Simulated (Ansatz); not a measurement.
Ga:
```xyz
4
Lattice="2.2360 -3.7976 0.0000 2.2360 3.7976 0.0000 0.0000 0.0000 4.5252" Properties=species:S:1:pos:R:3 pbc="T T T"
Ga     2.2360    -1.1850     1.8796
Ga     2.2360     1.1850     2.6456
Ga     2.2360    -2.6126     4.1422
Ga     2.2360     2.6126     0.3830
```

Relaxed with r²SCAN. Special points in fractions of this cell's reciprocal vectors: Γ (0.000, 0.000, 0.000); Y (-0.500, 0.500, 0.000); C0 (-0.337, 0.663, 0.000); Σ0 (0.337, 0.337, 0.000); Z (0.000, 0.000, 0.500); A0 (0.337, 0.337, 0.500); E0 (-0.337, 0.663, 0.500); T (-0.500, 0.500, 0.500); S (0.000, 0.500, 0.000); R (0.000, 0.500, 0.500).

Task: List the band energies nearest the Fermi level at these points for DFT-r²SCAN in the program Ansatz with PAW potentials.

Result: In eV from the Fermi level; about four levels below and three above (degenerate sets whole), none deeper than 8.9 eV; points with the same levels are listed once.

```
k                     below                above
--  -----------------------  -------------------
Γ   -4.04 -1.91 -1.55 -0.83       0.97 1.18 1.24
Y   -4.20 -3.53 -1.85 -1.74       1.13 1.27 3.71
C0  -1.30 -1.24 -0.26 -0.02       1.13 2.14 3.12
Z   -0.09 -0.09 -0.01 -0.01  0.17 0.17 2.21 2.21
A0  -6.35 -6.35 -3.84 -3.84  4.44 4.44 5.47 5.47
T   -1.40 -1.40 -0.85 -0.85  7.08 7.08 8.53 8.53
S   -3.58 -3.58 -1.60 -1.60  0.87 0.87 4.45 4.45
R   -6.63 -6.63 -1.68 -1.68  0.74 0.74 7.69 7.69
```

Space group Cmce (α-Ga). The r²SCAN relaxation kept the symmetry of its start; of distortions, only those at the zone centre were tested. Scalar-relativistic: spin–orbit coupling is off unless named, which matters more the heavier the elements.

Potentials: the later of the program's two PAW sets.
